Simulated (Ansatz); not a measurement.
Li₆VFe₅O₁₂: checking a database structure before trusting its electric field gradients

The cell is a Materials Project structure (computed, not necessarily an observed phase), taken as it stands.

```cif
data_Li6VFe5O12
_symmetry_space_group_name_H-M 'C2'
_symmetry_Int_Tables_number 5
_cell_length_a 5.0818
_cell_length_b 8.8056
_cell_length_c 10.0972
_cell_angle_alpha 90.000
_cell_angle_beta 98.009
_cell_angle_gamma 90.000
loop_
_atom_site_label
_atom_site_type_symbol
_atom_site_symmetry_multiplicity
_atom_site_Wyckoff_symbol
_atom_site_fract_x
_atom_site_fract_y
_atom_site_fract_z
Li1 Li 4 c 0.3772 0.6671 0.2419
Li2 Li 4 c 0.3842 0.3319 0.2476
Li3 Li 4 c 0.6078 0.9999 0.7503
V V 2 a 0.5000 0.4997 0.0000
Fe8 Fe 2 b 0.5000 0.9985 0.5000
Fe9 Fe 2 a 0.5000 0.1643 0.0000
Fe10 Fe 2 a 0.5000 0.8353 0.0000
Fe11 Fe 2 b 0.5000 0.3321 0.5000
Fe12 Fe 2 b 0.5000 0.6686 0.5000
O13 O 4 c 0.8596 0.9942 0.6066
O14 O 4 c 0.6930 0.9998 0.1158
O15 O 4 c 0.6239 0.1656 0.3904
O16 O 4 c 0.6339 0.8360 0.3887
O17 O 4 c 0.1932 0.1653 0.1138
O18 O 4 c 0.1937 0.8332 0.1132
```

One atom of each set is listed; the run and its k-mesh use a cell of 24 atoms with edges of 5.08, 5.08, 10.10 Å.

Method: Kohn–Sham DFT in Ansatz, PBE, plane waves and PAW, scalar-relativistic, collinear spin, 420 eV cutoff, Γ-centred 5×5×3 k-points, Fermi–Dirac smearing 0.02 eV. Start moments as typed (μB): 2 on each V, 5 on each Fe, none on the rest. The program fits them to the shells of the files, so those used differ somewhat.

(1) Do the atoms and the cell lie near the calculated equilibrium?

Answers

(1) Not quite. The largest force is 0.98 eV/Å, on atom 14 (O: 2 Fe at 2.03 Å, 1 V at 2.08 Å, 3 Li at 2.08–2.18 Å), and the pressure is -5.3 GPa. Relaxing the atoms is still advisable, since electric field gradients respond to shifts of a few hundredths of an ångström.
